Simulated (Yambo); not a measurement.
## How GW settings move the gap: CsBH4

G0W0@PBEsol for CsBH4 (space group F-43m, No. 216) in Yambo. Reference settings: 2×2×2 Γ-centred k mesh, 264 bands and a 7 Ry block in the screening, 264 bands in G with the Bruneval-Gonze terminator, plasmon pole fitted at 27.2 eV. The PBEsol gap X → X on this mesh is 5.52 eV; G0W0 gaps are taken between the same points.

| change from the reference | G0W0 gap X → X (eV) | shift of the valence edge (eV) | rough Yambo cost |
|---|---|---|---|
| reference settings | 8.35 | -1.97 | 1 |
| 88 bands in W, 88 bands in G | 8.30 | -1.69 | within a factor of two |
| 88 bands in G | 8.34 | -1.90 | – |
| 162 bands in G | 8.35 | -1.96 | – |
| 114 bands in W | 8.31 | -1.82 | within a factor of two |
| 3 Ry block | 8.09 | -1.73 | within a factor of two |
| 6 Ry block | 8.31 | -1.94 | within a factor of two |
| pole fitted at 55 eV | 8.40 | -2.06 | – |
| 88 bands in G, no terminator | 8.14 | -1.46 | – |
| 162 bands in G, no terminator | 8.25 | -1.75 | – |
| no terminator | 8.30 | -1.88 | – |

The reference isn't shown to be the converged limit. Costs are rough (shared machines), scaled to the same edge states, and given only for runs that recompute the screening.

Geometry of the Materials Project entry, not relaxed at this level; primitive cell a = 5.1845 Å, b = 5.1845 Å, c = 5.1845 Å, α = 60.00°, β = 60.00°, γ = 60.00°.

The structure is a Materials Project entry; no match was found in the copy of COD used, and its stability was not checked.

A shift is the quasiparticle energy of the state minus its PBEsol energy.
